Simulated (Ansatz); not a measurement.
# BP with Au replacing B: gradients before and after relaxing the atoms

Start: a supercell of BP (zinc blende type, F-43m) built from a computed structure from the Materials Project (it need not be an observed phase), with all atoms left at the host's positions.

Space group F-43m (No. 216); a = 13.5964 Å.

| site | Wyckoff | site symmetry | x | y | z |
| --- | --- | --- | --- | --- | --- |
| Au | 4a | -43m | 0.0000 | 0.0000 | 0.0000 |
| B2 | 48h | ..m | 0.1667 | 0.0000 | 0.1667 |
| B5 | 16e | .3m | 0.3333 | 0.8333 | 0.1667 |
| B9 | 16e | .3m | 0.6667 | 0.6667 | 0.3333 |
| B15 | 24f | 2.mm | 0.5000 | 0.6667 | 0.5000 |
| P28 | 4d | -43m | 0.2500 | 0.7500 | 0.2500 |
| P29 | 48h | ..m | 0.4167 | 0.7500 | 0.4167 |
| P32 | 16e | .3m | 0.5833 | 0.5833 | 0.4167 |
| P36 | 16e | .3m | 0.9167 | 0.4167 | 0.5833 |
| P42 | 24g | 2.mm | 0.7500 | 0.4167 | 0.7500 |

One atom of each set is listed; the run and its k-mesh use a cell of 54 atoms with edges of 9.61, 9.61, 9.61 Å.

All values are calculated (Ansatz; DFT, PBE, plane waves and PAW, scalar-relativistic, 420 eV cutoff, Γ-centred 3×3×3 k-points, Fermi–Dirac smearing 0.01 eV), not measured.

The largest force at the start is 12 eV/Å. Relaxing the ions at fixed cell moves them by 0.292 Å at most (atom 54, P) and 0.081 Å rms.

| site | moved (Å) | first shell before | first shell after | V_zz before (10²¹ V/m²) | η before |
| --- | --- | --- | --- | --- | --- |
| Au | 0.000 | 4 P at 1.96 Å | 4 P at 2.25 Å | 0.00 | – |
| B2 | 0.036 | 4 P at 1.96 Å | 4 P at 1.91–1.96 Å | -0.090 | 0.66 |
| B9 | 0.004 | 4 P at 1.96 Å | 4 P at 1.96–1.97 Å | <0.005 | – |
| P29 | 0.005 | 4 B at 1.96 Å | 4 B at 1.96 Å | -0.18 | 0.63 |
| P32 | 0.001 | 4 B at 1.96 Å | 4 B at 1.96 Å | -0.034 | 0.00 |
| P36 | 0.292 | 3 B at 1.96 Å, 1 Au at 1.96 Å | 3 B at 1.91 Å, 1 Au at 2.25 Å | -3.31 | 0.00 |
| P42 | 0.004 | 4 B at 1.96 Å | 4 B at 1.93–1.97 Å | 0.48 | 0.77 |

Problem. How do the gradients change?

Solution. 

```json
{"site": "Au", "V_zz after": "0.00", "η after": "–", "change of V_zz": "0.00"}
{"site": "B2", "V_zz after": "-0.099", "η after": "0.55", "change of V_zz": "–"}
{"site": "B9", "V_zz after": "-0.029", "η after": "0.00", "change of V_zz": "-0.03"}
{"site": "P29", "V_zz after": "0.40", "η after": "0.61", "change of V_zz": "–"}
{"site": "P32", "V_zz after": "-0.020", "η after": "0.00", "change of V_zz": "+0.01"}
{"site": "P36", "V_zz after": "-0.093", "η after": "0.00", "change of V_zz": "+3.22"}
{"site": "P42", "V_zz after": "-0.63", "η after": "0.52", "change of V_zz": "–"}
```

The largest change of V_zz along a kept axis is on P36, from -3.31 to -0.093. In per cent, |V_zz| changes by -97 on P (all sites that start above 2). On P42, P29, B2 the largest principal value lies along another axis in the second run, so the two V_zz can't be compared directly. Other sites with |V_zz| of 0.02 or less aren't listed.

The run isn't spin-polarised, and a state with spin may lie lower. The defect repeats with the cell of 54 atoms, so it feels its images: sites between two images don't show the values beside a lone defect, and zeros or small values of η there can come from the images' arrangement. The defect cell has no gap above 0.1 eV on its mesh, so the values can hang on the smearing and the k-mesh. Without spin–orbit coupling the gradients at and beside Au can be off by some per cent, at some sites by more.
Before: The cell keeps the host's lattice, where the PBE pressure is 11 GPa. The neighbours have not yet relaxed around the defect (largest force 12 eV/Å), so the values at and beside it are those of a strained start, not of the defect in a real crystal.
After: The relaxation keeps the site symmetry -43m of the start, so the impurity can't leave its site; a distortion that would localise the partly filled state isn't explored. The cell keeps the host's lattice, where the PBE pressure is 6 GPa.
